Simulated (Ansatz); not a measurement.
K2S:
Space group Fm-3m (No. 225); a = b = c = 7.336 Å, α = β = γ = 90.00°

```
atom  site  symmetry       x       y       z
----  ----  --------  ------  ------  ------
K       8c      -43m  0.2500  0.2500  0.2500
S       4a      m-3m  0.0000  0.0000  0.0000
```
(The calculation used a cell of 3 atoms; values per cell refer to that cell.)

Relaxed with PBEsol. PBEsol in the plane-wave PAW code Ansatz gives a gap of 2.35 eV.

Question: What gap does HSE06 give on the same cell (Ansatz, PAW)?

Answer: 3.39 eV, 1.04 eV more. The hybrid was solved on a coarser mesh and at special points; its gap is the smallest among all of these.

| k | v1 PBEsol | c1 PBEsol | v1 HSE06 | c1 HSE06 |
|---|---|---|---|---|
| Γ | -0.23 | 2.35 | -0.22 | 3.39 |
| X | 0.00 | 3.42 | [?] | [?] |
| L | -0.08 | 4.68 | [?] | [?] |
| W | -0.02 | 3.63 | [?] | [?] |
| K | -0.02 | 3.65 | [?] | [?] |

Question: Top valence (v1) and lowest conduction level (c1) in eV from each method's valence maximum (which need not be a listed point): supply the withheld HSE06 values.

Answer: 
- X, v1 HSE06: 0.00
- X, c1 HSE06: 4.46
- K, v1 HSE06: -0.02
- K, c1 HSE06: 4.71
- W, v1 HSE06: -0.02
- W, c1 HSE06: 4.69
- L, v1 HSE06: -0.07
- L, c1 HSE06: 5.79

Cost on shared cores: the PBEsol run (SCF on a 7×7×7 mesh, then bands and DOS) about 8 core-seconds (a rough figure), the HSE06 run (SCF on 5×5×5, then a few points) very roughly 80 core-seconds; the tasks are unlike.

The cell was relaxed with PBEsol under the symmetry of its start.

Potentials: the later of the program's two PAW sets.
